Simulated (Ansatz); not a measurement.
The start is a generated cell, V placed in the diamond structure type. The cell and all atomic positions are relaxed at zero pressure with r2SCAN (plane waves to 500 eV, PAW, scalar-relativistic; Ansatz, an electronic-structure program). The first steps use a coarse 11×11×11 k-mesh.

Initial structure:
```yaml
crystal:
  lattice:
    - [0.00000, 2.65004, 2.65004]
    - [2.65004, 0.00000, 2.65004]
    - [2.65004, 2.65004, 0.00000]
  atoms:
    - { symbol: V, position: [0.25000, 0.25000, 0.25000] }
    - { symbol: V, position: [0.00000, 0.00000, 0.00000] }
```
Spin-polarised start, with parallel moments on V.

Initial pressure: +4.7 GPa (positive: the cell is compressed)
Volume change: +7.1 %, from 18.61 to 19.94 Å³/atom
Shortest distances (start → end): The closest pairs of elements (up to four, under 3.6 Å), start → end: V–V 2.30 → 2.35 Å
Band gap at the end: zero (metallic)
Moments at the end: net 2.16 μB/atom, ferromagnetic
Optimiser moves: 9

The end point of the relaxation:

```cif
data_V8
_chemical_formula_sum 'V8'
_space_group_name_H-M_alt 'Fd-3m :1'
_space_group_IT_number 227
_space_group_name_Hall 'F 4d 2 3 -1d'
_cell_length_a 5.42321
_cell_length_b 5.42321
_cell_length_c 5.42321
_cell_angle_alpha 90.000
_cell_angle_beta 90.000
_cell_angle_gamma 90.000
loop_
_atom_site_label
_atom_site_type_symbol
_atom_site_symmetry_multiplicity
_atom_site_Wyckoff_symbol
_atom_site_fract_x
_atom_site_fract_y
_atom_site_fract_z
_atom_site_occupancy
V1 V 8 a 0.00000 0.00000 0.00000 1
```
(The calculation used a cell of 2 atoms; values per cell refer to that cell.)

Final values are on a 15×15×15 k-mesh of the relaxed cell. Spin state reached: ferromagnetic (net 2.16 μB/atom), from parallel starting moments; other spin orders were not run from this start.

The run could not lose the symmetry of its start, so the end can be a saddle point.

All atoms sit on sites fixed by symmetry, so only the cell could relax.

The relaxed structure here is a generated cell of V: the first start was made by placing the elements on the sites of a structure type, and the end was not matched to a known phase here, so it may be hypothetical. Known forms of V include space group No. 229.
